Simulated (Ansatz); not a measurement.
A trial cell of SnSe was relaxed with PBE (plane waves to 420 eV, PAW, scalar-relativistic; Ansatz, a quantum-chemistry and plane-wave program).

Before: Amm2 (No. 38), oS8; a = 5.695 Å, b = 6.230 Å, c = 8.021 Å, α = β = γ = 90.00°.

After relaxation:

Simulated powder pattern, Co Kα, λ = 1.79026 Å (kinematic, ideal powder, no thermal factors, no anomalous dispersion; the 24 strongest lines at most, above 1 %, up to 2θ = 90°):

```json
[
 {"2θ (°)": "29.60", "I/Imax (%)": "12"},
 {"2θ (°)": "34.22", "I/Imax (%)": "50"},
 {"2θ (°)": "34.35", "I/Imax (%)": "100"},
 {"2θ (°)": "49.27", "I/Imax (%)": "72"},
 {"2θ (°)": "49.37", "I/Imax (%)": "36"},
 {"2θ (°)": "58.44", "I/Imax (%)": "3.4"},
 {"2θ (°)": "58.62", "I/Imax (%)": "3.8"},
 {"2θ (°)": "61.44", "I/Imax (%)": "37"},
 {"2θ (°)": "72.08", "I/Imax (%)": "5.6"},
 {"2θ (°)": "72.39", "I/Imax (%)": "12"},
 {"2θ (°)": "79.95", "I/Imax (%)": "2.8"},
 {"2θ (°)": "82.34", "I/Imax (%)": "16"},
 {"2θ (°)": "82.57", "I/Imax (%)": "17"},
 {"2θ (°)": "82.64", "I/Imax (%)": "17"}
]
```

**Question.** Identify the relaxed structure from its pattern: crystal system, space group and cell.

**Answer.** Tetragonal, I4mm (No. 107), tI4; a = b = 4.2871 Å, c = 6.0854 Å, α = β = γ = 90.00°. Sites: Se 2a (0.000, 0.000, 0.710); Sn 2a (0.000, 0.000, 0.231).

**Question.** Index the strongest lines.

**Answer.** 34.22° (002), 34.35° (110), 49.27° (112), 49.37° (200), 61.44° (202).

No spin polarisation in the result.

The run could not lose the symmetry of its start: the end is stationary, and may be a saddle point rather than a minimum.

The relaxed structure here is a generated cell of SnSe: the first start was made by a random draw of sites in a space group, and the end was not matched to a known phase here, so it may be hypothetical. Known forms of SnSe include space group No. 62.
